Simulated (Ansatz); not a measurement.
Hg₂SeS in space group P-4m2 (No. 115; Hg on 2g, Se on 1d, S on 1b) at seven volumes, plane-wave PAW LDA (Ansatz code), shape and atoms relaxed at each. One row is withheld.

| V (Å³/atom) | P (GPa) |
|---|---|
| 23.802 | 7.41 |
| 24.587 | 4.49 |
| 25.372 | 2.04 |
| 26.156 | 0.00 |
| 26.941 | -1.71 |
| 27.726 | -3.14 |
| 28.510 | ? |

Task: Fit the shown pressures and predict the withheld one.

Result: P = (3/2)B₀(x^(7/2) − x^(5/2))[1 + (3/4)(B′ − 4)(x − 1)] with x = (V₀/V)^(2/3). Least squares on the six rows gives V₀ = 26.156 Å³/atom, B₀ = 62.2 GPa, B′ = 4.94. At V = 28.510, x = 0.9442 and P = -4.33 GPa. The run itself gave -4.33 GPa.

The first step of the workflow began from a Materials Project structure, measured or hypothetical; the Crystallography Open Database copy checked does not list it. Whether it is the stable phase at ambient conditions was not checked. The cell was relaxed with LDA under the symmetry of its start; of distortions, only those at the zone centre were tested. Spin–orbit coupling is left out wherever it is not named.

Potentials: the later of the program's two PAW sets.
